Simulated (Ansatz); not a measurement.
Starting cell, TiN (rock salt):

```
CELL_PARAMETERS angstrom
      0.00000     4.24674     4.24674
      2.12337     0.00000     2.12337
      2.12337     2.12337     0.00000
ATOMIC_POSITIONS crystal
  N  0.00000 0.00000 0.00000
  N  0.50000 0.00000 0.00000
  Ti 0.25000 0.50000 0.50000
  Ti 0.75000 0.50000 0.50000
```

In this cell atom 4 (Ti, nearest neighbour N at 2.123 Å; its periodic images, 3.0 Å or more away, move with it) is moved by s along Cartesian z, unit vector (0.000, 0.000, 1.000); all other atoms and the cell stay fixed.

These are PBE (plane waves to 420 eV, PAW, scalar-relativistic; Ansatz, a first-principles code) values and carry that method's errors. k mesh 15×15×15 (Γ-centred), Fermi-Dirac smearing 0.05 eV. The energy includes the smearing's −TS. Stress and pressure are positive under compression. Left out: 4 of 11 points, with atoms too close for the PAW data. With partly filled bands, energies and forces of such displacements shift with the k mesh and the smearing. The PAW data are Ansatz's earlier set. TiN is run without spin polarisation. TiN was relaxed with its symmetry unable to fall. ΔE is measured from the undisplaced structure.

Problem. What ΔE (meV/cell) and P (GPa) does the calculation give at s (Å) = -0.384, -0.256, -0.128, 0.128, 0.256, 0.384?

Solution. 
```
s (Å)   ΔE (meV/cell)  P (GPa)
------  -------------  -------
-0.384           1005     14.1
-0.256            367      5.8
-0.128             78      1.4
0.128              78      1.4
0.256             367      5.8
0.384            1005     14.1
```

(A displaced cell: forces are minus the slopes of the energy, force constants its curvatures, and phonons follow from these.)
